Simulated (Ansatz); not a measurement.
## Vibrational response of HPbNO$_{4}$

Computed with DFT PBE, scalar-relativistic, plane waves, PAW (Ansatz 0.2.0). Settings: 420 eV plane-wave cutoff, Γ-centred 4×6×4 mesh, fixed occupations. No spin polarisation. Phonons by linear response, acoustic sum rule imposed.

Equilibrium structure at this level:
```xyz
14
Lattice="6.4297 0.0000 0.0053 0.0000 4.1116 0.0000 -3.1506 0.0000 7.7256" Properties=species:S:1:pos:R:3 pbc="T T T"
H     0.2753    0.3964    3.9569
H     3.0038    2.4522    3.7739
Pb    5.4098    2.4865    2.2667
Pb   -2.1307    0.4307    5.4641
N     1.3117    1.5052    6.1284
N     1.9673    3.5610    1.6024
O    -0.6144    0.3771    3.5287
O     0.1257    1.9006    6.2252
O     2.2042    1.9143    6.9100
O     1.6343    0.6688    5.2050
O     3.8934    2.4329    4.2021
O     3.1534    3.9564    1.5056
O     1.0749    3.9701    0.8208
O     1.6448    2.7246    2.5258
```

The structure comes from a generated guess, relaxed at this level; another structure or a mixture of phases may lie lower. Spin–orbit coupling is left out, which matters for heavy elements. No dispersion correction is applied, so modes and constants that involve weak contacts between layers, chains or molecules come out too soft.

(1) Give the high-frequency dielectric tensor ε∞.

(2) Give the Born effective charges.

(3) How large is the static dielectric tensor with the ions free to move, and what share of it is ionic?

## Answers

(1)
```
3.50 0.00 0.02
0.00 3.03 0.00
0.02 0.00 2.94
```

(2)
```tsv
atom	Z*xx	Z*yy	Z*zz	mean
H (atom 1)	0.76	0.09	0.51	0.45
Pb (atom 3)	3.07	3.05	2.49	2.87
N (atom 5)	3.23	0.97	1.66	1.95
O (atom 7)	-1.31	-2.12	-1.61	-1.68
O (atom 8)	-2.58	-0.55	-0.48	-1.20
O (atom 9)	-1.65	-0.55	-1.35	-1.19
O (atom 10)	-1.52	-0.89	-1.21	-1.21
```

(3)
```
14.3  0.0 -1.0
 0.0  9.8  0.0
-1.0  0.0  8.3
```
The ions give 71 % of its trace.
